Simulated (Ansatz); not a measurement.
Sheets of one type (M2XT2 MXene (fcc sites)-type), DFT-PBE in the program Ansatz with PAW potentials; HSE06 gaps on those cells.

```json
[
 {"layer": "Ti2CO2", "a (Å)": "3.029", "thickness (Å)": "4.43"},
 {"layer": "Cr2CO2", "a (Å)": "2.894", "thickness (Å)": "4.41"},
 {"layer": "Zr2CO2", "a (Å)": "…", "thickness (Å)": "…"},
 {"layer": "Hf2CO2", "a (Å)": "3.274", "thickness (Å)": "4.63"},
 {"layer": "W2CO2", "a (Å)": "3.110", "thickness (Å)": "4.49"},
 {"layer": "Zr2CF2", "a (Å)": "3.303", "thickness (Å)": "5.13"}
]
```

Task: Some entries are withheld; supply them.

Result: 
- Zr2CO2, a (Å): 3.307
- Zr2CO2, thickness (Å): 4.63

Spin orders computed, not proven ground states: Cr2CO2, M2XT2 MXene (fcc sites)-type layer ferromagnetic. All cells were relaxed under the symmetry of their starts (and spin orders); stability against distortions was not tested throughout. Rows with no word on spin ran without spin polarisation. No Hubbard U is applied. Spin–orbit coupling is left out wherever it is not named. Constructed layers (a layer type filled with these elements): Ti2CO2, M2XT2 MXene (fcc sites)-type layer; Cr2CO2, M2XT2 MXene (fcc sites)-type layer; Zr2CO2, M2XT2 MXene (fcc sites)-type layer; Hf2CO2, M2XT2 MXene (fcc sites)-type layer; W2CO2, M2XT2 MXene (fcc sites)-type layer; Zr2CF2, M2XT2 MXene (fcc sites)-type layer.

Potentials: the later of the program's two PAW sets.
